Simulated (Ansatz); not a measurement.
Consider the following.

TiPOs:
Space group P-62m (No. 189); a = 6.231 Å, b = 6.231 Å, c = 3.701 Å, α = 90.00°, β = 90.00°, γ = 120.00°

| atom | site | symmetry | x | y | z |
|---|---|---|---|---|---|
| Ti | 3g | m2m | 0.4168 | 0.4168 | 0.5000 |
| P | 2c | -6.. | 0.3333 | 0.6667 | 0.0000 |
| P | 1b | -62m | 0.0000 | 0.0000 | 0.5000 |
| Os | 3f | m2m | 0.0000 | 0.2526 | 0.0000 |

This is the r²SCAN-relaxed structure.

Problem. All from r²SCAN in the plane-wave PAW code Ansatz, unless another level is named. Give the electronic character.

Solution. metallic (no gap).

Problem. And the formation energy from the elements (no fitted shifts)?

Solution. -0.92 eV/atom.

Problem. What about the density of states at the Fermi level?

Solution. 0.84 states/eV per atom (mean over ±0.08 eV).

The workflow started from a Materials Project entry (that database holds measured and hypothetical structures alike); the Crystallography Open Database copy checked does not list it. Whether it is the stable phase at ambient conditions was not checked. Symmetry was held in the r²SCAN relaxation; whether a distortion lowers the energy is not shown. No spin polarisation was allowed. The references are the lowest solids computed at this level, not always the standard phases. Spin–orbit coupling is left out wherever it is not named.

Potentials: the later of the program's two PAW sets.
